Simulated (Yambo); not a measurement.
RPA spectrum of GaN (wurtzite, space group P6_3mc, No. 186) on PBEsol bands in Yambo (12×12×6 mesh, 44 bands, 4 Ry local-field block, 0.2 eV broadening; field along x). CGrdSpXd merges neighbouring transition energies to save time; the report line [X-CG] gives the poles kept by one of the 4 MPI tasks, and where the merging fails may depend on that split. Axes are Cartesian, with cell vectors (Å) (3.18, 0.00, 0.00), (-1.59, 2.76, 0.00), (0.00, 0.00, 5.19).

```
CGrdSpXd asked (%)  share reached (%)  poles used (one task)  static ε  largest change of Im ε (% of its maximum)              rough time
------------------  -----------------  ---------------------  --------  -----------------------------------------  ----------------------
100                               100                   6278      5.77                                        0.0                       1
70                                 69                   4394      5.77                                        0.1  within a factor of two
30                                 29                   1880      5.78                                        0.4  within a factor of two
15                                  1                     69      5.98                                         40               about 1/2
5                                   1                     69      5.98                                         40               about 1/2
```

All runs end normally. In the runs at 15 %, 5 % few poles are left or the spectrum changes by over a quarter of its peak, and no warning says so. Times are rough ratios from shared machines. The k mesh wasn't tested; the rows compare only with each other.

Spin-orbit coupling is not included.

Geometry relaxed with PBEsol; primitive cell a = b = 3.1838 Å, c = 5.1867 Å, α = β = 90.00°, γ = 120.00°.
